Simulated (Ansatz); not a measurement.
## W: two-dimensional strain map

Computed with Ansatz 0.2.0, DFT LDA, scalar-relativistic, plane waves, PAW. Settings: plane waves to 250 eV, k-mesh 20×20×20 (Γ-centred), Gaussian smearing 0.15 eV. Spin–orbit coupling is left out, which can shift energies with elements as heavy as these. No spin polarisation. Energies are free energies at this smearing, counted from the undisturbed cell; pressure is positive in compression.

The undisturbed cell (as given, not relaxed at this level; it stands at -17.9 GPa; this fcc form isn't the usual structure):

```
W
1.0
     0.00000    2.03000    2.03000
     2.03000    0.00000    2.03000
     2.03000    2.03000    0.00000
W
1
Direct
  0.00000 0.00000 0.00000
```

The cell is strained by p along both x and y and by q along z, fractional coordinates fixed. Points are written (p, q).

Energy above the undisturbed cell in meV/atom (a dash: not computed):

| p \ q | -0.030 | -0.015 | 0.000 | 0.015 | 0.030 |
| --- | --- | --- | --- | --- | --- |
| -0.030 | -43.8 | -58.2 | -66.4 | -73.4 | -71.9 |
| -0.015 | -60.7 | -53.5 | -46.3 | -32.4 | -18.4 |
| 0.000 | -53.7 | -27.2 | 0.0 | 27.7 | 59.0 |
| 0.015 | -23.6 | 20.6 | 65.0 | 111.2 | 155.2 |
| 0.030 | 29.2 | 87.5 | 148.0 | 207.6 | 268.5 |

Pressure in GPa:

```
 p \ q  -0.030  -0.015  0.000  0.015  0.030
-0.030    10.5     5.0   -0.1   -4.8   -9.2
-0.015    -0.2    -5.2   -9.7  -13.8  -17.6
 0.000    -9.6   -13.9  -17.9  -21.5  -24.8
 0.015   -17.7   -21.4  -24.9  -28.0  -31.0
 0.030   -24.7   -28.0  -30.9  -33.6  -36.1
```

Cost: 25 runs of about 1.7 core-minutes in all, on Arm Neoverse V1 (shared hosts).